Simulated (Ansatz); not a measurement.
Input and command of a plane-wave DFT calculation in Ansatz:

```yaml
crystal:
  lattice:
    - [1.7642070575, -6.7554406557, 0.0]
    - [1.7642070575, 6.7554406557, 0.0]
    - [0.0, 0.0, 3.5645615981]
  atoms:
    - { symbol: Ti, position: [0.896827484, 0.103172516, 0.75] }
    - { symbol: Ti, position: [0.103172516, 0.896827484, 0.25] }
    - { symbol: Si, position: [0.5583048681, 0.4416951319, 0.75] }
    - { symbol: Si, position: [0.4416951319, 0.5583048681, 0.25] }
    - { symbol: Si, position: [0.249811484, 0.750188516, 0.75] }
    - { symbol: Si, position: [0.750188516, 0.249811484, 0.25] }
basis:
  ecutwfc: 500
kpoints:
  mp_grid: { grid: [10, 10, 10] }
  band_path:
    path:
      - [[0.0, 0.0, 0.0], [-0.5, 0.5, 0.0], [-0.26705029, 0.73294971, 0.0]]
      - [[0.26705029, 0.26705029, 0.0], [0.0, 0.0, 0.0], [0.0, 0.0, 0.5], [0.26705029, 0.26705029, 0.5]]
      - [[-0.26705029, 0.73294971, 0.5], [-0.5, 0.5, 0.5], [-0.5, 0.5, 0.0]]
      - [[0.0, 0.0, 0.0], [0.0, 0.5, 0.0], [0.0, 0.5, 0.5], [0.0, 0.0, 0.5], [-0.5, 0.5, 0.5]]
    npoints: 14
hamiltonian:
  xc: r2scan
scf:
  occupations: { method: gaussian, width: 0.1 }
  n_extra_bands: 15
output:
  forces: true
  stress: true
  eigenvalues: true
  populations: true
  dos: { projected: true, de: 0.02, nscf_kmesh: { grid: [15, 15, 15] } }
  bader: true
  write_density: true
  write_potential: true
  elf: true
  volumetric_format: npy
```

```bash
ansatz run input.yaml --threads 1 --pin off --max-ram 2560MiB --backend cpu --events-out ev --progress --plain --runs-dir out
```

Processor: Intel(R) Xeon(R) Processor @ 2.50GHz (Skylake/Cascade Lake), 1 thread, on a host shared with other jobs.

**Question.** How long does it run, and how much memory does it take?

**Answer.** About 8.6 min on 1 thread of Intel(R) Xeon(R) Processor @ 2.50GHz (Skylake/Cascade Lake), with other jobs on the host, peak memory 1.5 GiB. It solves 35 bands at 186 k points (the mesh reduced by symmetry) with about 2175 plane waves, in 7 SCF iterations.
